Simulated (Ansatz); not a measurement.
Sb2W:
```cif
data_Sb8W4
_chemical_formula_sum 'W4 Sb8'
_space_group_name_H-M_alt 'C2/m'
_space_group_IT_number 12
_space_group_name_Hall '-C 2y'
_cell_length_a 10.12817
_cell_length_b 3.62626
_cell_length_c 8.22970
_cell_angle_alpha 90.000
_cell_angle_beta 119.736
_cell_angle_gamma 90.000
loop_
_atom_site_label
_atom_site_type_symbol
_atom_site_symmetry_multiplicity
_atom_site_Wyckoff_symbol
_atom_site_fract_x
_atom_site_fract_y
_atom_site_fract_z
_atom_site_occupancy
W1 W 4 i 0.14648 0.00000 0.19372 1
Sb1 Sb 4 i 0.15252 0.00000 0.54183 1
Sb2 Sb 4 i 0.40329 0.00000 0.11083 1
```
(The calculation used a cell of 6 atoms; values per cell refer to that cell.)

This is the PBE-relaxed structure.

### Question
All from DFT-PBE in the program Ansatz with PAW potentials, unless another level is named. Give the electronic character.

### Answer
metallic (no gap).

### Question
Predict the formation energy from the elements (no fitted shifts).

### Answer
0.27 eV/atom.

### Question
Give the density of states at the Fermi level.

### Answer
0.42 states/eV per atom (mean over ±0.08 eV).

The start of the workflow was typed in or built on a structure type; neither database checked (COD, Materials Project) lists it. Its standing as an ambient phase is unchecked. The PBE relaxation kept the symmetry of its start; whether a distortion lowers the energy is not shown. The run is not spin-polarised. The volume moved by -20 % from the start of the relaxation. Its formation energy is positive at this level, so the cell may be metastable or incomplete. The references are the lowest solids computed at this level, not always the standard phases. Spin–orbit coupling is left out wherever it is not named.

Potentials: the earlier of the program's two PAW sets.
